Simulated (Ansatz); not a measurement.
Starting structure of a cell relaxation (symmetry kept):

```cif
data_structure
_symmetry_space_group_name_H-M 'Pmmm'
_symmetry_Int_Tables_number 47
_cell_length_a 3.0493
_cell_length_b 5.8454
_cell_length_c 7.1965
_cell_angle_alpha 90.000
_cell_angle_beta 90.000
_cell_angle_gamma 90.000
_cell_volume 128.27
loop_
_atom_site_label
_atom_site_type_symbol
_atom_site_symmetry_multiplicity
_atom_site_Wyckoff_symbol
_atom_site_fract_x
_atom_site_fract_y
_atom_site_fract_z
_atom_site_occupancy
Sn1 Sn 2 r 0.00000 0.50000 0.79897 1
Sn2 Sn 1 d 0.50000 0.00000 0.50000 1
O1 O 4 v 0.50000 0.27387 0.72016 1
```

Computed with Ansatz, DFT LDA, scalar-relativistic, plane waves, PAW.

Settings: cutoff 420 eV, Γ-centred mesh 6×6×6 on the computed 14-atom cell, Gaussian smearing of 0.10 eV; no spin polarisation.

Question: What does it relax to?

Answer: The volume goes down by 1.16 Å³/atom to 17.16 Å³/atom, and the energy falls by 24.7 meV/atom. Final structure:
```cif
data_structure
_symmetry_space_group_name_H-M 'P 1'
_symmetry_Int_Tables_number 1
_cell_length_a 7.0244
_cell_length_b 5.7205
_cell_length_c 5.9787
_cell_angle_alpha 90.000
_cell_angle_beta 89.999
_cell_angle_gamma 90.000
_cell_volume 240.24
loop_
_atom_site_label
_atom_site_type_symbol
_atom_site_fract_x
_atom_site_fract_y
_atom_site_fract_z
_atom_site_occupancy
Sn1 Sn 0.79906 0.50000 0.24999 1
Sn2 Sn 0.20094 0.50000 0.25001 1
Sn3 Sn 0.20094 0.50000 0.75001 1
Sn4 Sn 0.79906 0.50000 0.74999 1
Sn5 Sn 0.50000 0.00000 0.00000 1
Sn6 Sn 0.50000 0.00000 0.50000 1
O1 O 0.71868 0.27331 0.99999 1
O2 O 0.28132 0.27331 0.50001 1
O3 O 0.28132 0.72669 0.00001 1
O4 O 0.71868 0.72669 0.49999 1
O5 O 0.28114 0.27316 0.00001 1
O6 O 0.71886 0.27316 0.49999 1
O7 O 0.71886 0.72684 0.99999 1
O8 O 0.28114 0.72684 0.50001 1
```

Cost: 1 run of about 19 core-minutes, on Arm Neoverse V1 (shared hosts).